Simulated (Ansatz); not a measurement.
**Calculated 51V NMR of the central transition for V₂O₅**

Cell: a Materials Project structure (computed, not necessarily an observed phase), taken as it stands.

Space group Pbam (No. 55); a = 5.7213, b = 10.7131, c = 3.3250 Å.

```csv
site,Wyckoff,site symmetry,x,y,z
V,4g,..m,0.7038,0.3716,0.0000
O5,4h,..m,0.8190,0.4022,0.5000
O9,4g,..m,0.0307,0.2518,0.0000
O13,2a,..2/m,0.5000,0.5000,0.0000
```

One atom of each set is listed.

All values are calculated (Ansatz; DFT, PBE, plane waves and PAW (field gradients read without the response of the frozen cores, which leaves them typically 4 to 6 % off), scalar-relativistic, 420 eV cutoff, Γ-centred 4×2×7 k-points, Fermi–Dirac smearing 0.02 eV), not measured.

51V has I = 7/2 and Q = -52.00 mb (Pyykkö 2018); at 7.05 T its Larmor frequency is ν₀ = 79.1 MHz. Only the quadrupole interaction is simulated: positions count from each site's isotropic chemical shift, and J coupling is left out, as are shift anisotropy and dipolar coupling, which fast spinning averages.

Simulated pattern of one V site (fast magic-angle spinning, Gaussian broadening 0.3 kHz):

offset (kHz), height and a bar:
```
   -5.565          0 
   -5.312          4 #
   -5.059          9 ###
   -4.806         14 ####
   -4.554         22 #######
   -4.301         25 #######
   -4.048         26 ########
   -3.795         29 #########
   -3.542         32 #########
   -3.289         36 ###########
   -3.037         57 #################
   -2.784        100 ##############################
   -2.531         94 ############################
   -2.278         94 ############################
   -2.025         88 ##########################
   -1.772         67 ####################
   -1.520         56 #################
   -1.267         49 ###############
   -1.014         44 #############
   -0.761         40 ############
   -0.508         37 ###########
   -0.255         33 ##########
   -0.003         13 ####
    0.250          1
```

Problem. Which |C_Q| and η does the pattern imply?

Solution. The pattern spans 5.27 kHz before broadening and its centre of gravity is at -2.31 kHz, which fixes P_Q; the places of the horns and steps fix η. That gives P_Q = 8.46 MHz, |C_Q| = 7.76 MHz and η = 0.75. The sign of C_Q can't be read from the pattern.

At this cell the PBE pressure is -5 GPa, so with PBE the cell would shrink if it were relaxed. The entry's cell may itself be off. The largest force is 1.2 eV/Å, so the atoms aren't at the calculated equilibrium and relaxing them would move these values.
